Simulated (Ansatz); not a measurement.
InPt$_{3}$:
```
CELL_PARAMETERS angstrom
      4.01419     0.00000     0.00000
      0.00000     4.01419     0.00000
      0.00000     0.00000     4.01419
ATOMIC_POSITIONS crystal
  Pt 0.50000 0.50000 0.00000
  Pt 0.00000 0.50000 0.50000
  Pt 0.50000 0.00000 0.50000
  In 0.00000 0.00000 0.00000
```

Relaxed with r²SCAN.

Map the electron localisation function on the plane through (0.500, 0.500, 0.000) spanned by u = [1, 1, 0] and v = [1, 0, 1] in lattice vectors, from r²SCAN in the plane-wave PAW code Ansatz.

x is the fraction of u, y of v (the angle between them is 60°; rows are the nearest grid lines); atoms in the plane: Pt at (0.00, 0.00), Pt at (0.00, 0.50), Pt at (0.50, 0.50), In at (0.50, 0.00).
```
y \ x   0.000  0.107  0.179  0.286  0.357  0.464  0.536  0.643  0.714  0.821  0.893   1.00
------  -----  -----  -----  -----  -----  -----  -----  -----  -----  -----  -----  -----
1.00    0.658  0.638  0.379  0.174  0.240  0.000  0.000  0.240  0.174  0.379  0.638  0.658
0.929   0.668  0.633  0.427  0.257  0.175  0.080  0.007  0.200  0.175  0.287  0.427  0.668
0.857   0.440  0.517  0.345  0.270  0.232  0.224  0.215  0.240  0.175  0.265  0.264  0.440
0.786   0.273  0.272  0.263  0.291  0.270  0.215  0.165  0.175  0.174  0.271  0.277  0.273
0.679   0.295  0.264  0.263  0.263  0.345  0.423  0.323  0.265  0.271  0.379  0.427  0.295
0.607   0.597  0.272  0.264  0.272  0.517  0.650  0.564  0.264  0.277  0.427  0.638  0.597
0.536   0.669  0.517  0.263  0.263  0.517  0.669  0.671  0.345  0.291  0.345  0.633  0.669
0.464   0.669  0.633  0.345  0.291  0.345  0.671  0.669  0.517  0.263  0.263  0.517  0.669
0.393   0.597  0.638  0.427  0.277  0.264  0.564  0.650  0.517  0.272  0.264  0.272  0.597
0.321   0.295  0.427  0.379  0.271  0.265  0.323  0.423  0.345  0.263  0.263  0.264  0.295
0.214   0.273  0.277  0.271  0.174  0.175  0.165  0.215  0.270  0.291  0.263  0.272  0.273
0.143   0.440  0.264  0.265  0.175  0.240  0.215  0.224  0.232  0.270  0.345  0.517  0.440
0.0714  0.668  0.427  0.287  0.175  0.200  0.007  0.080  0.175  0.257  0.427  0.633  0.668
0.000   0.658  0.638  0.379  0.174  0.240  0.000  0.000  0.240  0.174  0.379  0.638  0.658
```

The density is the valence pseudo-density with augmentation charge, so density and ELF within about 1 Å of a nucleus are not all-electron values.

Space group Pm-3m (Cu3Au type). The workflow started from an entry of the Crystallography Open Database (COD). Its standing as an ambient phase is unchecked. The r²SCAN relaxation kept the symmetry of its start; its stability against distortions is not shown here. No spin polarisation was allowed. Spin–orbit coupling is left out wherever it is not named.

Potentials: the later of the program's two PAW sets.
